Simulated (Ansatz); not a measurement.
**HfGe3 (AuCu3-type structure)**

The computed numbers are results of PBE, scalar-relativistic (no spin polarisation) in the plane-wave PAW code Ansatz at 420 eV, 8×8×8 k-mesh, Gaussian smearing of 0.05 eV. The datasets are Ansatz's generated set soft_2.

```cif
data_structure
_symmetry_space_group_name_H-M 'Pm-3m'
_symmetry_Int_Tables_number 221
_cell_length_a 4.1894
_cell_length_b 4.1894
_cell_length_c 4.1894
_cell_angle_alpha 90.000
_cell_angle_beta 90.000
_cell_angle_gamma 90.000
_cell_volume 73.53
loop_
_atom_site_label
_atom_site_type_symbol
_atom_site_symmetry_multiplicity
_atom_site_Wyckoff_symbol
_atom_site_fract_x
_atom_site_fract_y
_atom_site_fract_z
_atom_site_occupancy
Hf1 Hf 1 a 0.00000 0.00000 0.00000 1
Ge1 Ge 3 c 0.00000 0.50000 0.50000 1
```

This is a trial structure made by placing the elements on a prototype's sites, so it needn't be the stable form.

The cell above was scaled in volume, its shape and atoms being fixed by the lattice's symmetry. Energies are counted from the cell above.

Cell and atoms are those of this level's equilibrium.

| V (Å³/atom) | ΔE (meV/atom) | P (GPa) |
| --- | --- | --- |
| 17.37 | 17.4 | 5.8 |
| 17.65 | 8.9 | 4.1 |
| 18.01 | 2.1 | 1.9 |
| 18.38 | 0.0 | 0.0 |
| 18.75 | 2.0 | -1.7 |
| 19.12 | 7.8 | -3.3 |
| 19.67 | 22.7 | -5.2 |
| 20.22 | 43.8 | -6.9 |

Problem. What do the points give for the equilibrium volume, the bulk modulus and its pressure derivative (third-order Birch–Murnaghan)?

Solution. V0 = 18.38 Å³/atom, B0 = 91 GPa, B0′ = 4.6.

B0·V0 = 91.0 GPa × 18.38 Å³ = 10.44 eV/atom sets the scale: near the minimum ΔE ≈ ½ B0 V0 x², with x = V/V0 − 1, and a pressure of 0.9 GPa squeezes the volume by about 1 %. At the ends of the curve: x = −5.5 % predicts 15.7 meV/atom and the run gives 17.4; x = +10.0 % predicts 52.4 meV/atom and the run gives 43.8. The curve is steeper than the parabola on the compressed side and flatter on the expanded side: the bulk modulus rises with pressure.

These numbers lack spin–orbit coupling. The run is a metal.
